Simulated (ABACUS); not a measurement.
A self-consistent single point of AlN (P6_3mc, 4 atoms in the cell; from Materials Project mp-661, changed as shown) with ABACUS.

Computed with PBE, PseudoDojo 0.5 standard norm-conserving PBE (tails mended) pseudopotentials (plane waves; ABACUS 3.10.1).

The change in words: lattice vector c scaled by 1.01. Reference geometry (P6_3mc):
```
AlN
1.0
    3.12859     0.00000     0.00000
   -1.56429     2.70944     0.00000
    0.00000     0.00000     5.01696
Al N
2 2
Direct
  0.66667   0.33333   0.49929
  0.33333   0.66667   0.99929
  0.66667   0.33333   0.88071
  0.33333   0.66667   0.38071
```

Reference input (self-consistent single point, DFT, PBE, plane waves, PseudoDojo 0.5 standard norm-conserving PBE (tails mended) pseudopotentials): KPT = Gamma 10 10 6 0 0 0; basis_type = pw; dft_functional = PBE; ecutwfc = 84 Ry; smearing_method = fixed; potentials = PseudoDojo 0.5 standard norm-conserving PBE (tails mended); symmetry = 1; symmetry_prec = 1e-05; ks_solver = dav_subspace; scf_nmax = 100; scf_thr = 1.0e-09 Ry; mixing_type = broyden. This run's input differs from it in these lines:

```diff
@@ -29,3 +29,3 @@
   -1.5642950000    2.7094380000    0.0000000000
-   0.0000000000    0.0000000000    5.0169600000
+   0.0000000000    0.0000000000    5.0671300000
 
@@ -37,4 +37,4 @@
 2
-   2.9560920842    1.7066968839    4.7336089060 1 1 1
-  -0.0000029561    3.4133988878    9.4739490951 1 1 1
+   2.9560920842    1.7066968839    4.7809453725 1 1 1
+  -0.0000029561    3.4133988878    9.5686893414 1 1 1
 
@@ -43,4 +43,4 @@
 2
-   2.9560920842    1.7066968839    8.3497300159 1 1 1
-  -0.0000029561    3.4133988878    3.6093898268 1 1 1
+   2.9560920842    1.7066968839    8.4332279818 1 1 1
+  -0.0000029561    3.4133988878    3.6454840128 1 1 1
 # file: KPT
```

Output (repeated stretches shortened):

```
 SELF-CONSISTENT
 -------------------------------------------
                                 init_chg = atomic

 PW ALGORITHM --------------- ION=   1  ELEC=   1--------------------------------

 Density error is 1.17223365723
                          Error Threshold = 0.01
 E_KohnSham     -50.7450426409       -690.4217251695
 E_Fermi        0.2806142740         3.8179530665

 PW ALGORITHM --------------- ION=   1  ELEC=   2--------------------------------

 Density error is 0.49753319326
                          Error Threshold = 0.00732646035768
 E_KohnSham     -51.0815704326       -695.0004206720
   [... lines left out ...]

 Density error is 1.06837746951e-09
                          Error Threshold = 3.60349004708e-09
 E_KohnSham     -51.1770969980       -696.3001262710
 E_Fermi        0.5002317036         6.8060014886

 PW ALGORITHM --------------- ION=   1  ELEC=   9--------------------------------

 Density error is 8.88385699155e-10
                          Error Threshold = 6.67735918443e-12
 E_KohnSham     -51.1770969993       -696.3001262887
 E_KS(sigma->0) -51.1770969993       -696.3001262887
 E_entropy(-TS) 0.0000000000         0.0000000000
 E_Fermi        0.5002244313         6.8059025445
 charge density convergence is achieved
 final etot is -696.30012629 eV
 EFERMI = 6.8059025445 eV

 STATE ENERGY(eV) AND OCCUPATIONS    NSPIN == 1
   [... 15 lines left out ...]

 TOTAL-FORCE (eV/Angstrom)
                       Al1         0.0000000000         0.0000000000         0.1007124168
                       Al2         0.0000000000         0.0000000000         0.1007124168
                        N1         0.0000000000         0.0000000000        -0.1007124168
                        N2         0.0000000000         0.0000000000        -0.1007124168

 TOTAL-STRESS (KBAR)
        -6.3401551940        -0.0000000000         0.0000000000
         0.0000000000        -6.3401571504         0.0000000000
         0.0000000000         0.0000000000       -43.2130051390
 TOTAL-PRESSURE: -18.631106 KBAR

 --------------------------------------------
 !FINAL_ETOT_IS -696.3001262887149778 eV
 --------------------------------------------
```

The run converged in 9 iterations. Against the reference run the free energy goes up by 1.5 meV/atom, the pressure goes from -0.09 to -1.86 GPa, the largest force goes from 0.003 to 0.101 eV/Å and the gap on the mesh goes from 4.055 to 3.990 eV.

The structure comes from a collection of computed structures, made at another level of theory; the collection holds predicted forms beside known ones.

Cost on one core: around 100 core-seconds (rough).

“Tails mended”: in these copies of the files the far tail of each local potential was reset to the Coulomb form.
